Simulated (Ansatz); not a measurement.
Ir$_{3}$W, first-principles data

Ir$_{3}$W:
Space group Pm-3m (No. 221); a = b = c = 3.8559 Å, α = β = γ = 90.00°

| atom | site | symmetry | x | y | z |
|---|---|---|---|---|---|
| Ir | 3c | 4/mm.m | 0.0000 | 0.5000 | 0.5000 |
| W | 1a | m-3m | 0.0000 | 0.0000 | 0.0000 |

Space group Pm-3m (No. 221), Cu3Au type; conventional cell a = b = c = 3.856 Å, α = β = γ = 90.00°.

Method: PBEsol in the plane-wave PAW code Ansatz. Structure relaxed to zero pressure with the same functional. Other levels are named where they apply.

### Cell and energy

```yaml
volume_per_atom: 14.33 Å³
density: 22.03 g/cm³
Formation energy from the elements (no fitted shifts): -0.29 eV/atom
```

### Electronic structure

```yaml
electronic_character: metallic (no gap)
Density of states at the Fermi level: 0.69 states/eV per atom (mean over ±0.08 eV)
Gap with spin–orbit coupling: none (metallic)
```

### Mechanics

```yaml
Bulk modulus (Birch–Murnaghan fit): 381 GPa
Pressure derivative B′: 4.8
Elastic constants (relaxed ions, GPa): C11 = 629, C12 = 258, C44 = 272
mechanical_stability: stable (all eigenvalues of C positive)
hill_bulk_and_shear_moduli: 381 and 233 GPa
Young's modulus: 581 GPa
Poisson's ratio: 0.25
debye_temperature_from_the_elastic_constants: 443 K
```

### Phonons

```yaml
highest_zone_centre_frequency: 169 cm^-1
zone_centre_stability: no imaginary mode at Γ
```

A made-up cell: these elements were put on the sites of a structure type; neither database checked (COD, Materials Project) lists it. COD files the formula under space group No. 194. Its standing as an ambient phase is unchecked. The PBEsol relaxation kept the symmetry of its start. No spin polarisation was allowed. As this level gives no gap, shear constants depend on the k-mesh and smearing (Fermi–Dirac, 0.1 eV here). As this level gives no gap, phonon frequencies hold no LO–TO term and depend on the k-mesh and smearing (Fermi–Dirac, 0.1 eV here). The references are the lowest solids computed at this level, not always the standard phases. Scalar-relativistic: spin–orbit coupling is off unless named, which matters more the heavier the elements.

Potentials: the earlier of the program's two PAW sets. The files were generated under PBE; for other functionals the program regenerates the frozen cores, and for LDA and PBEsol the local potential too.
